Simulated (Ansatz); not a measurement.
# Zn2InGaO5: do energies and stresses tell the same story?

Computed with Ansatz 0.2.0, DFT r2SCAN, scalar-relativistic, plane waves, PAW.

Settings: cutoff 500 eV, Γ-centred mesh 12×12×2 on the computed 18-atom cell, Gaussian smearing of 0.02 eV; no spin polarisation.

Relaxed cell: P6_3/mmc, a = 3.299 Å, b = 3.299 Å, c = 22.375 Å, α = 90.00°, β = 90.00°, γ = 120.00°, 18 atoms in the primitive cell. Whether it is the stable form of this composition wasn't checked.

Energies at zero smearing and pressures from the stress tensor, at volumes with shape and atoms relaxed:
| V (Å³/atom) | E − E(first) (meV/atom) | P (GPa) |
| --- | --- | --- |
| 10.313 | 0.00 | 29.31 |
| 10.665 | -53.92 | 20.08 |
| 11.017 | -89.17 | 12.26 |
| 11.368 | -108.61 | 5.63 |
| 11.720 | -114.62 | 0.01 |
| 12.071 | -109.26 | -4.77 |
| 12.423 | -94.23 | -8.82 |
| 12.892 | -61.67 | -13.27 |

Question: Check P = −dE/dV between neighbouring volumes, and get the bulk modulus from the pressures alone.

Answer: With 1 eV/Å³ = 160.2 GPa:
```tsv
middle V (Å³/atom)	−ΔE/ΔV (GPa)	mean P (GPa)
10.489	24.569	24.698
10.841	16.065	16.172
11.192	8.857	8.948
11.544	2.742	2.820
11.896	-2.447	-2.381
12.247	-6.848	-6.793
12.657	-11.126	-11.045
```

The two differ by 0.13 GPa at most. The mean of two end pressures misses the average over a step by about ΔV² P″/12, up to 0.13 GPa here; with that taken off 0.00 GPa remains. Around V = 11.720 Å³/atom, the two neighbours give B = −V ΔP/ΔV = 11.720 × 10.40 / 0.703 = 173.4 GPa, against B0 = 172.4 GPa from the Birch–Murnaghan fit of the energies.

Cost: 9 runs of about 72 core-minutes in all, on Intel Xeon Platinum 8259CL (Skylake/Cascade Lake) (shared hosts).